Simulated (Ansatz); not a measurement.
Al2O3:
```yaml
crystal:
  lattice:
    - [7.01808, 0.00000, 0.00000]
    - [0.00000, 4.79784, 0.00000]
    - [0.00000, 0.00000, 4.93881]
  atoms:
    - { symbol: Al, position: [0.39074, 0.25212, 0.03100] }
    - { symbol: Al, position: [0.60926, 0.74788, 0.96900] }
    - { symbol: Al, position: [0.10926, 0.24788, 0.53100] }
    - { symbol: Al, position: [0.89074, 0.75212, 0.46900] }
    - { symbol: Al, position: [0.89074, 0.24788, 0.96900] }
    - { symbol: Al, position: [0.10926, 0.75212, 0.03100] }
    - { symbol: Al, position: [0.60926, 0.25212, 0.46900] }
    - { symbol: Al, position: [0.39074, 0.74788, 0.53100] }
    - { symbol: O, position: [0.65408, 0.10702, 0.10195] }
    - { symbol: O, position: [0.34592, 0.89298, 0.89805] }
    - { symbol: O, position: [0.84592, 0.39298, 0.60195] }
    - { symbol: O, position: [0.15408, 0.60702, 0.39805] }
    - { symbol: O, position: [0.15408, 0.39298, 0.89805] }
    - { symbol: O, position: [0.84592, 0.60702, 0.10195] }
    - { symbol: O, position: [0.34592, 0.10702, 0.39805] }
    - { symbol: O, position: [0.65408, 0.89298, 0.60195] }
    - { symbol: O, position: [0.00000, 0.04987, 0.25000] }
    - { symbol: O, position: [0.00000, 0.95013, 0.75000] }
    - { symbol: O, position: [0.50000, 0.45013, 0.75000] }
    - { symbol: O, position: [0.50000, 0.54987, 0.25000] }
```

Relaxed with r²SCAN.

Map the valence electron density (e/Å³), cut off at 1 on the plane through (0.846, 0.393, 0.602) spanned by u = [1, 0, 0] and v = [0, 1, 1] in lattice vectors, from the program Ansatz at the r²SCAN level (PAW).

x is the fraction of u, y of v (the angle between them is 90°; rows are the nearest grid lines); atoms in the plane: Al at (0.76, 0.36), Al at (0.76, 0.86), O at (0.00, 0.00), O at (0.15, 0.65).
```
y \ x   0.000  0.0857  0.171  0.286  0.371  0.457  0.543  0.629  0.714  0.829  0.914   1.00
------  -----  ------  -----  -----  -----  -----  -----  -----  -----  -----  -----  -----
1.00     1.00    1.00  0.244  0.166  0.132  0.074  0.213  0.839  0.730  0.245   1.00   1.00
0.912    1.00   0.718  0.170  0.058  0.151  0.211  0.197  0.186  0.088  0.138  0.794   1.00
0.853   0.312   0.222  0.160  0.059  0.301  0.891  0.858  0.294  0.056  0.067  0.252  0.312
0.765   0.102   0.466   1.00  0.258  0.491   1.00   1.00  0.531  0.148  0.183  0.098  0.102
0.706   0.184    1.00   1.00  0.383  0.324   1.00   1.00  0.361  0.221  0.387  0.140  0.184
0.618   0.222    1.00   1.00  0.411  0.107  0.285  0.294  0.123  0.329  0.941  0.246  0.222
0.529   0.105   0.368  0.754  0.217  0.109  0.164  0.156  0.102  0.268  0.579  0.184  0.105
0.471   0.130   0.155  0.221  0.091  0.213  0.473  0.439  0.182  0.173  0.277  0.154  0.130
0.382   0.333   0.232  0.139  0.054  0.318  0.971  0.922  0.304  0.056  0.073  0.262  0.333
0.294   0.225   0.160  0.144  0.143  0.184  0.288  0.288  0.211  0.120  0.088  0.191  0.225
0.235   0.108   0.087  0.101  0.235  0.167  0.112  0.177  0.435  0.430  0.117  0.098  0.108
0.147   0.310   0.163  0.092  0.288  0.203  0.099  0.551   1.00   1.00  0.127  0.158  0.310
0.0882   1.00   0.596  0.128  0.241  0.172  0.100  0.666   1.00   1.00  0.159  0.575   1.00
0.000    1.00    1.00  0.244  0.166  0.132  0.074  0.213  0.839  0.730  0.245   1.00   1.00
```

The density is the valence pseudo-density with augmentation charge, so density and ELF within about 1 Å of a nucleus are not all-electron values.

Space group Pbcn. The first step of the workflow began from a Materials Project structure, measured or hypothetical; the Crystallography Open Database copy checked does not list it. It is not the phase usual at ambient conditions (space group No. 167). Symmetry was held in the r²SCAN relaxation; its stability against distortions is not shown here.

Potentials: the later of the program's two PAW sets.
